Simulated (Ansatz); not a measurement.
**Cu (P6_3/mmc): electronic heat capacity and spin susceptibility from the density of states**

The calculation used DFT PBEsol, scalar-relativistic, plane waves, PAW (Ansatz 0.2.0).

Settings: cutoff 420 eV, Γ-centred mesh 18×18×10 on the computed 2-atom cell, Gaussian smearing of 0.10 eV; no spin polarisation.

Relaxed cell: P6_3/mmc, a = 2.521 Å, b = 2.521 Å, c = 4.117 Å, α = 90.00°, β = 90.00°, γ = 120.00°, 2 atoms in the primitive cell. This form isn't the element's structure at ambient conditions.

The density of states at the Fermi level is 0.661 states/eV in the cell of 2 atoms (2 formula units; both spins, tetrahedra on a 27×27×15 mesh).

Task: What Sommerfeld coefficient and Pauli susceptibility does this give?

Result: Per formula unit N(E_F) = 0.330 states/eV. γ = (π²/3) k_B² N(E_F) N_A = 2.357 mJ/(mol K²) per state/eV, so γ = 0.8 mJ/(mol K²), a mole of formula units. χ_P = μ_B² N(E_F) N_A = 3.23×10⁻⁵ emu/mol per state/eV gives 1.1×10⁻⁵ emu/mol. This is the bare band result: a measured γ of the same phase is as a rule larger by a factor 1 + λ from phonons and spin fluctuations, the spin part of χ is larger by the Stoner factor, and a measured χ also holds orbital and core terms. N(E_F) at one energy is sensitive to the mesh where the density of states has sharp peaks.

Cost: 1 run of about 0.29 core-minutes, on Intel Xeon 6975P-C (Granite Rapids) (shared hosts).